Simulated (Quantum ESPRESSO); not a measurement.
AlWMo6, a guest atom moved from site to site

Simulated, not a measurement. The program is pw.x of Quantum ESPRESSO 7.5 (plane-wave density functional theory). The cell is made up: eight metal atoms on a face-centred cubic lattice, with elements, volume, strain and displacements drawn at random and not relaxed, so it may be unstable or far from any real phase. PseudoDojo standard norm-conserving files set the functional (PBE unless stated); there is no spin polarisation or spin-orbit coupling, the Fermi-Dirac width of 0.25 eV means electrons at about 2900 K, and the masses in the input are unused placeholders. Heavy elements are run without spin-orbit coupling, which real alloys of them have. A spin test at this wide smearing found no moment, but such smearing suppresses magnetism that the real alloy may have.

The runs move one W atom among sites that otherwise hold Mo. Cell, positions, cutoff, mesh and smearing stay as in the input of run 1; sites are counted in its order. Stress in the tables is positive in tension.

Input of run 1:

```
&control calculation='scf', pseudo_dir='./dojo.nc.sr.pbe.v0_5.standard.upf', outdir='./o', disk_io='minimal', tprnfor=.true., tstress=.true. /
&system ibrav=0, nat=8, ntyp=3, nbnd=68, ecutwfc=79.96652505, nosym=.true., tot_charge=0,
 occupations='smearing', smearing='fd', degauss=0.0183746611
/
&electrons conv_thr=1.470e-08, electron_maxstep=70, mixing_beta=0.5 /
ATOMIC_SPECIES
Al 1.0 Al.upf
Mo 1.0 Mo.upf
W 1.0 W.upf
CELL_PARAMETERS angstrom
-1.9979 -4.0441 -2.0307
-4.0173 2.0276 2.041
-0.0041 4.0659 -4.101
ATOMIC_POSITIONS angstrom
Al 0.0279 0.0386 -0.0791
W 0.0228 2.0446 -1.9862
Mo -2.0727 2.0089 0.0054
Mo -1.8629 4.0657 -2.0751
Mo -1.903 0.1606 -1.9068
Mo -2.1967 2.2046 -3.9772
Mo -4.0107 0.0414 0.0318
Mo -3.9922 1.856 -1.9384
K_POINTS automatic
5 5 4 1 1 1
```

```
run  elements on sites 1 to 8  free energy less that of run 1 (eV)  -TS (eV)  pressure (GPa)  stress xx (GPa)  stress yy (GPa)  stress zz (GPa)  stress yz (GPa)  stress xz (GPa)  stress xy (GPa)  iterations
  1    Al W Mo Mo Mo Mo Mo Mo                                0.000    -1.815           -3.66             4.74             4.41             1.82            -0.05            -0.22            -1.27          18
  2    Al Mo W Mo Mo Mo Mo Mo                                0.008    -1.808           -3.60             4.11             4.79             1.91            -0.40            -0.07            -0.96          18
  3    Al Mo Mo W Mo Mo Mo Mo                                0.022    -1.808           -3.73             4.31             4.80             2.09            -0.50            -0.17            -1.11          17
  4    Al Mo Mo Mo W Mo Mo Mo                                0.002    -1.809           -3.49             4.01             4.87             1.60            -0.25            -0.32            -1.03          18
  5    Al Mo Mo Mo Mo W Mo Mo                                0.010    -1.808           -3.65             4.43             4.48             2.04            -0.45            -0.09            -1.13          16
  6    Al Mo Mo Mo Mo Mo Mo W                                0.005    -1.812           -3.53             4.03             4.76             1.79            -0.12            -0.15            -1.06          17
```

Forces Fx Fy Fz (eV/Å):

| site | run 1 | run 2 | run 3 | run 4 | run 5 | run 6 |
| --- | --- | --- | --- | --- | --- | --- |
| 1 | 0.48 -0.34 1.33 | 0.45 -0.32 1.32 | 0.49 -0.33 1.29 | 0.52 -0.32 1.34 | 0.47 -0.30 1.30 | 0.51 -0.32 1.32 |
| 2 | 0.14 0.48 -0.77 | 0.12 0.45 -0.67 | 0.15 0.50 -0.76 | 0.10 0.51 -0.68 | 0.11 0.44 -0.74 | 0.13 0.46 -0.74 |
| 3 | 0.96 0.84 0.28 | 1.00 0.97 0.26 | 0.95 0.84 0.25 | 0.99 0.89 0.29 | 0.93 0.86 0.27 | 0.97 0.84 0.26 |
| 4 | -0.70 -0.19 0.41 | -0.69 -0.21 0.41 | -0.81 -0.23 0.53 | -0.68 -0.20 0.44 | -0.67 -0.21 0.43 | -0.77 -0.19 0.46 |
| 5 | -0.41 -0.81 -0.73 | -0.37 -0.79 -0.78 | -0.39 -0.75 -0.78 | -0.45 -0.89 -0.86 | -0.33 -0.72 -0.73 | -0.34 -0.77 -0.74 |
| 6 | 1.10 -0.57 -0.76 | 1.06 -0.62 -0.83 | 1.12 -0.62 -0.82 | 1.15 -0.61 -0.80 | 1.21 -0.69 -0.87 | 1.14 -0.64 -0.85 |
| 7 | -0.84 -0.51 1.09 | -0.82 -0.50 1.09 | -0.79 -0.45 1.12 | -0.82 -0.48 1.11 | -0.93 -0.47 1.15 | -0.86 -0.57 1.17 |
| 8 | -0.72 1.12 -0.85 | -0.74 1.03 -0.81 | -0.72 1.03 -0.83 | -0.81 1.09 -0.85 | -0.78 1.10 -0.82 | -0.77 1.19 -0.88 |

The sites are displaced and not relaxed, so the energy differences mix bonding between neighbours with strain and are not ordering energies. A rerun of one cell of this series at a higher cutoff and on a denser mesh moved values by no more than 0.004 eV in energy, 0.09 GPa in stress and 0.007 eV/Å in force, and a second program with other atomic files agreed on that cell to 2 % rms in force and 0.5 GPa in pressure.